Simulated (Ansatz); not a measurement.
CoSi₂ (fluorite type, space group Fm-3m)

```yaml
crystal:
  lattice:
    - [0.00000, 2.65746, 2.65746]
    - [2.65746, 0.00000, 2.65746]
    - [2.65746, 2.65746, 0.00000]
  atoms:
    - { symbol: Co, position: [0.00000, 0.00000, 0.00000] }
    - { symbol: Si, position: [0.25000, 0.25000, 0.25000] }
    - { symbol: Si, position: [0.75000, 0.75000, 0.75000] }
```

E(V) scan at fixed shape, V₀ the volume above. Symmetry pins the atoms to their sites.

All values below come from r2SCAN (plane waves to 500 eV, PAW, scalar-relativistic; Ansatz, an electronic-structure program). k mesh 15×15×15 (Γ-centred), Fermi-Dirac smearing 0.05 eV. Energies are smeared free energies. Stress and pressure are positive under compression. CoSi2 is run without spin polarisation. CoSi2 was relaxed with its symmetry unable to fall. The zero of ΔE is the relaxed starting cell. The last digit holds for this mesh only.

```json
[
 {"V (Å³/atom)": "11.260", "ΔE (meV/atom)": "93.0"},
 {"V (Å³/atom)": "11.469", "ΔE (meV/atom)": "62.5"},
 {"V (Å³/atom)": "11.677", "ΔE (meV/atom)": "38.7"},
 {"V (Å³/atom)": "11.886", "ΔE (meV/atom)": "21.1"},
 {"V (Å³/atom)": "12.094", "ΔE (meV/atom)": "9.1"},
 {"V (Å³/atom)": "12.303", "ΔE (meV/atom)": "2.2"},
 {"V (Å³/atom)": "12.511", "ΔE (meV/atom)": "0.0"},
 {"V (Å³/atom)": "12.720", "ΔE (meV/atom)": "2.1"},
 {"V (Å³/atom)": "12.928", "ΔE (meV/atom)": "8.0"},
 {"V (Å³/atom)": "13.137", "ΔE (meV/atom)": "17.6"},
 {"V (Å³/atom)": "13.346", "ΔE (meV/atom)": "30.3"},
 {"V (Å³/atom)": "13.554", "ΔE (meV/atom)": "withheld"},
 {"V (Å³/atom)": "13.763", "ΔE (meV/atom)": "64.4"}
]
```

Task: Fit a third-order Birch-Murnaghan form (E₀, V₀, B₀, B₀′ free) to the given rows and predict ΔE at V = 13.554.

Result: Least squares on the 12 given rows: ΔE = E₀ + (9V₀B₀/16)·y²·[2 + (B₀′ − 4)y], y = (V₀/V)^(2/3) − 1, with V₀ = 12.512 Å³/atom, B₀ = 196.3 GPa (160.2 GPa = 1 eV/Å³; the term in eV is multiplied by 1000), B₀′ = 4.49, E₀ = 0.03 meV/atom; root-mean-square residual 0.05 meV/atom. At 13.554 the fit gives 45.9 meV/atom; the calculation gives 46.0 meV/atom, so the interpolation is off by -0.1 (-0.2 %). For the pressure the fit gives -13.1 GPa against the computed -13.1 GPa.

(A scan under strain: stresses follow from slopes of the energy per volume, elastic moduli from its curvatures.)
